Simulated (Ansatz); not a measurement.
# Fe₂B under pressure: fit and missing row

Fe₂B, P4/mmm, a = 3.446 Å, c = 2.457 Å. The structure is a COD entry; whether it is the stable form wasn't checked. Ansatz: PBEsol, PAW, 420 eV, Γ-centred 10×10×10 mesh on 6 atoms, Gaussian smearing 0.10 eV; collinear spin, largest moment 1.9 μB. Cell and atoms are relaxed at each pressure, and no other structure is tried, so the rows at high pressure may lie past a change of phase.

```
V (Å³/atom) P (GPa)
          ?    40.00
      9.017    20.00
      9.338    10.00
      9.522     5.04
      9.643     2.03
      9.728     0.00
      9.816    -1.99
```

Question: Take V0 = 9.728 Å³/atom, fit the third-order Birch–Murnaghan form to the other rows, and predict the missing volume.

Answer: With the Eulerian strain f = ½[(V0/V)^(2/3) − 1] and y = P/[3f(1 + 2f)^(5/2)], the form is the line y = B0 + 1.5 B0 (B0′ − 4) f. Rows (f, y): 0.02595, 226.4; 0.01383, 225.1; 0.00719, 225.5; 0.00293, 227.6; -0.00299, 225.2. Means f = 0.009382, y = 225.96; Σ(Δf)² = 0.0004938, ΣΔfΔy = 0.003294; the slope is their ratio. y = 225.9 + 6.672 f GPa, so B0 = 225.9 GPa and B0′ = 4 + 2 × (6.672)/(3 × 225.9) = 4.02. P = 40.00 GPa is met at f = 0.04707 (y = 226.21), so V = V0 (1 + 2f)^(−3/2) = 8.500 Å³/atom. The run gave 8.510 Å³/atom, so the fit is 0.010 Å³/atom too low, 0.77 % of the span of the series, against an rms of 0.0007 Å³/atom on the fitted rows. The row lies outside the fitted range. A fourth-order term fitted to the same rows gives P = 39.74 GPa at this row's volume (the line 39.56, the run 40.00), which recovers part of the miss. The records add, with no proof that it causes the miss: the moment goes from 7.07 to 6.62 μB between the run one row up and this one. Also, this row ran on the mesh 12×12×12, its neighbour on 10×10×10, which can shift it a little.

Only parallel moments were tried here. The mesh isn't the same in all rows (10×10×10, 12×12×12).